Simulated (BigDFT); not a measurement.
A self-consistent single point of the molecule C₅H₈O₂ with BigDFT.

Computed with LDA (Teter-Pade), Daubechies wavelet basis, HGH (Krack) norm-conserving potentials made for LDA, isolated boundary conditions (BigDFT).

SMILES: C=COCC(C)=O
```xyz
15

C     -3.2626     0.4191     0.0766
C     -2.1170     0.1084    -0.3745
O     -0.9305     0.6470     0.1503
C      0.2427    -0.1657    -0.1974
C      1.5198     0.3928     0.4149
C      2.7249    -0.4092     0.1897
O      1.5129     1.4969     1.0756
H     -3.3927     1.2141     0.9354
H     -4.1772     0.0370    -0.2469
H     -2.0484    -0.6197    -1.1054
H      0.3701    -0.2493    -1.2915
H      0.0449    -1.2047     0.2315
H      2.9297    -0.4587    -0.9382
H      2.7118    -1.4193     0.5852
H      3.6583     0.1625     0.6207
```

Reference input (self-consistent single point, DFT, LDA (Teter-Pade), Daubechies wavelet basis, HGH (Krack) norm-conserving potentials made for LDA, isolated boundary conditions): basis = Daubechies wavelets; dft.hgrids = 0.33 bohr; dft.rmult = 5 8; dft.ixc = 1; potentials = built-in HGH-K LDA; boundary_conditions = free; dft.gnrm_cv = 1e-05; dft.itermax = 80; dft.idsx = 6; dft.nrepmax = 3. This run's input differs from it in these lines:

```diff
@@ -2,4 +2,4 @@
 dft:
-  hgrids: 0.33
-  rmult: [5, 8]
+  hgrids: 0.429
+  rmult: [4, 6]
   ixc: 1
```

Log, with long lists cut:

```
  #------------------------------------------------------------------- Self-Consistent Cycle
 Ground State Optimization:
 - Hamiltonian Optimization: &itrp001
   - Subspace Optimization: &itrep001-01
       Wavefunctions Iterations:
 iter:  1, EKS: -6.43455171467801534E+01, gnrm:  2.47E-01, D: -9.97E-01,
 iter:  2, EKS: -6.49609609961336218E+01, gnrm:  9.53E-02, D: -6.15E-01,
 iter:  3, EKS: -6.50495499242886979E+01, gnrm:  4.56E-02, D: -8.86E-02,
 iter:  4, EKS: -6.50756377613462860E+01, gnrm:  2.05E-02, D: -2.61E-02,
 iter:  5, EKS: -6.50809408112710344E+01, gnrm:  1.12E-02, D: -5.30E-03,
   [... lines left out ...]
 iter:  16, EKS: -6.50845382752471551E+01, gnrm:  9.49E-05, D: -1.02E-06,
 iter:  17, EKS: -6.50845387007806693E+01, gnrm:  6.61E-05, D: -4.26E-07,
 iter:  18, EKS: -6.50845389058889623E+01, gnrm:  4.36E-05, D: -2.05E-07,
 iter:  19, EKS: -6.50845389768748959E+01, gnrm:  2.90E-05, D: -7.10E-08,
 iter:  20, EKS: -6.50845390018694161E+01, gnrm:  2.00E-05, D: -2.50E-08,
 iter:  21, EKS: -6.50845390153326093E+01, gnrm:  1.36E-05, D: -1.35E-08,
 iter:  22, EKS: -6.50845390219284781E+01, gnrm:  9.11E-06, D: -6.60E-09,
       -  &FINAL001  { #---------------------------------------------------------- iter: 23
 iter:  23, EKS: -6.50845390249515816E+01, gnrm:  9.11E-06, D: -3.02E-09,  #FINAL
        #Eigenvalues and New Occupation Numbers
       Orbitals: [
   [... 17 lines left out ...]
 Last Iteration                        : *FINAL001
  #---------------------------------------------------------------------- Forces Calculation
 Total electronic charge               :  39.999995038119
 Electric Dipole Moment (AU):
   P vector                            :  [  3.27812E-01, -1.471660E+00, -8.639576E-01 ]
   norm(P)                             :  1.73771886E+00
 Electric Dipole Moment (Debye):
   P vector                            :  [  8.33215E-01, -3.740587E+00, -2.195961E+00 ]
   norm(P)                             :  4.41684037E+00
 BigDFT infocode                       :  0
   [... lines left out ...]
 -  {H: [ 8.499144229843E-03,  1.268257510815E-02, -9.373142407795E-03]} # 0012
 -  {H: [-6.975426259724E-03, -4.005853268404E-03,  2.078036239278E-02]} # 0013
 -  {H: [-5.147854943898E-03, -9.695751798957E-03,  2.240444376919E-03]} # 0014
 -  {H: [-3.237421731038E-02, -2.072190637011E-02, -1.101006019964E-02]} # 0015
 Energy (Hartree)                      : -6.50845390249515816E+01
 Force Norm (Hartree/Bohr)             :  2.18521682765589614E-01
```

The run converged in 23 iterations. Against the reference run the free energy rises by 48.1 meV/atom and the largest force goes from 5.509 to 5.534 eV/Å.

The grid can part forces that symmetry would make equal. Forces above 1 eV/Å remain at this geometry. This run is one point of a test of settings, so its values need not be converged; read them against the reference run alone. The geometry comes from a cheaper method or was typed, in some cases with atoms then moved at random; it is not relaxed at this level, and the species need not be a known compound.

Cost on one core: roughly 50 core-seconds.
